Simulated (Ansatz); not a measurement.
**Structures of Ti3C2: which is lowest?**

Plane-wave DFT in Ansatz with scalar-relativistic PAW potentials, cutoff 500 eV, Γ-centred meshes chosen by cell and gap, Gaussian smearing with energies taken to zero width. Every cell was relaxed (cell and atoms) in a run of its own, within the symmetry of its start. Functional: r2SCAN.

Relaxed structures (starts from databases or built by putting these elements on another compound's sites):
A. P6_3/mmc, 10 atoms in the computed cell, a = 3.064 Å, c = 15.119 Å; sites (symmetry × multiplicity) Ti -3m. × 2 + 3m. × 4, C 3m. × 4; start: database
B. R-3m, 5 atoms in the computed cell, a = 3.072 Å, c = 22.161 Å; sites (symmetry × multiplicity) Ti -3m × 3 + 3m × 6, C 3m × 6; start: built

Q: Rank them by energy. Could pressure change the order?

A:
| structure | group | E − E(lowest) (meV/atom) | V (Å³/atom) | gap on mesh (eV) |
| --- | --- | --- | --- | --- |
| B | R-3m | 0.0 | 12.07 | 0.00 |
| A | P6_3/mmc | 34 | 12.29 | 0.00 |

B is lowest, 34 meV/atom under A. The lowest is also the densest of these, so pressure wouldn't bring one of the others in at first order. Other structures may lie lower than all of these, and vibrations aren't counted.